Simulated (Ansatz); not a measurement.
Space group P4/nmm:1 (No. 129). a = 4.042 Å, b = 4.042 Å, c = 8.684 Å, α = 90.00°, β = 90.00°, γ = 90.00°
| atom | site | symmetry | x | y | z |
| --- | --- | --- | --- | --- | --- |
| Zr | 2c | 4mm | 0.5000 | 0.0000 | 0.2646 |
| Sn | 2a | -4m2 | 0.0000 | 0.0000 | 0.0000 |
| Te | 2c | 4mm | 0.5000 | 0.0000 | 0.6183 |

Equation of state of this ZrSnTe structure (not necessarily the ground state), with shape and atoms relaxed at each volume where symmetry leaves them free. It has no gap at any of these volumes. Theory: DFT PBEsol, scalar-relativistic, plane waves, PAW (Ansatz).

Plane waves to 420 eV, a k mesh through Γ of 10×10×4 on the computed 6-atom cell and Gaussian smearing (0.10 eV); no spin polarisation.

```tsv
V (Å³/atom)	E − E(largest V) (meV/atom)	P (GPa)
22.226	5.54	6.66
22.936	-15.71	3.06
23.645	-22.26	0.01
24.354	-16.39	-2.56
25.064	0.00	-4.74
```

Problem. Fit a third-order Birch–Murnaghan equation to E(V).

Solution. V0 = 23.64 Å³/atom, B0 = 93 GPa, B0' = 4.6.

Spin-orbit coupling is left out, which matters for the bands of heavy elements.

Cost: 5 runs of about 5 core-minutes in all, on Intel Xeon 6975P-C (Granite Rapids) (shared hosts).